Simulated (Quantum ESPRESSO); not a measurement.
# Moving one atom in Al3GeN3Si

These are calculations, not measurements. They come from pw.x of Quantum ESPRESSO 7.5, a plane-wave density functional program, with PseudoDojo standard norm-conserving files (v0.5 for PBE, v0.4.1 for LDA and PBEsol). The cells are made up: elements, strain and atom displacements were drawn at random, and nothing was relaxed. There is no spin polarisation, spin-orbit coupling or dispersion term.

The cell has 8 sites of a zincblende or diamond lattice. Sites 1 to 4 hold Al Al Al Ge; sites 5 to 8 hold N N N Si. Cell vectors in Å: (4.654, 0.000, 0.000); (0.000, 4.654, 0.000); (0.000, 0.000, 4.654). Settings: PBE, cutoff 1143 eV, 4 x 4 x 4 k mesh shifted by half a step, Fermi-Dirac smearing of 0.025 eV.

Each run shifts the N atom on site 5 along z and leaves all else fixed. Site 3 is one of its nearest neighbours. E is the free energy of the cell above the lowest run shown. The last column is band 22 less band 21 at Gamma, from a band step after each run.

| run | shift (Å) | Fz on site 5 (eV/Å) | Fz on site 3 (eV/Å) | P (GPa) | E (meV) | level step at Gamma (eV) |
| --- | --- | --- | --- | --- | --- | --- |
| 1 | -0.0987 | 1.655 | 2.749 | 20.67 | 110.6 | 0.768 |
| 2 | -0.0298 | 0.804 | 2.863 | 20.35 | 25.8 | 0.777 |
| 4 | 0.0169 | 0.223 | 2.968 | 20.25 | 1.9 | 0.787 |
| 5 | 0.0307 | 0.051 | 3.004 | 20.25 | 0.0 | 0.791 |
| 6 | 0.0812 | -0.575 | 3.152 | 20.29 | 13.3 | 0.805 |
| 7 | 0.0983 | -0.786 | 3.208 | 20.34 | 24.9 | 0.810 |
| 3 | -0.0171 | ? | ? | ? | ? | ? |

A rerun of one of these cells at 1437 eV and k mesh 6 x 6 x 6 moved values by no more than 0.004 eV in the cell's energy, 0.02 GPa in stress and 0.003 eV/Å in force.

## Worked fit

A parabola through the six runs shown gives Fz on site 5 = 0.433 - 12.40 u - 0.1 u² eV/Å, with u in Å and a scatter of 0.002 eV/Å. Minus the slope, 12.40 ± 0.06 eV/Å², is this atom's force constant along z at u = 0, with its periodic images moving too. The fitted force vanishes at u = 0.035 Å, where the energy should be lowest along this line. The error is the larger of the fit's own and the change that a cubic makes, rounded up.

## Withheld run

Question: what Fz on site 5 should run 3 give?

The fit gives 0.645 eV/Å. The calculation gave 0.646 eV/Å.

| run | shift (Å) | Fz on site 5 (eV/Å) | Fz on site 3 (eV/Å) | P (GPa) | E (meV) | level step at Gamma (eV) |
| --- | --- | --- | --- | --- | --- | --- |
| 3 | -0.0171 | 0.646 | 2.889 | 20.31 | 16.6 | 0.779 |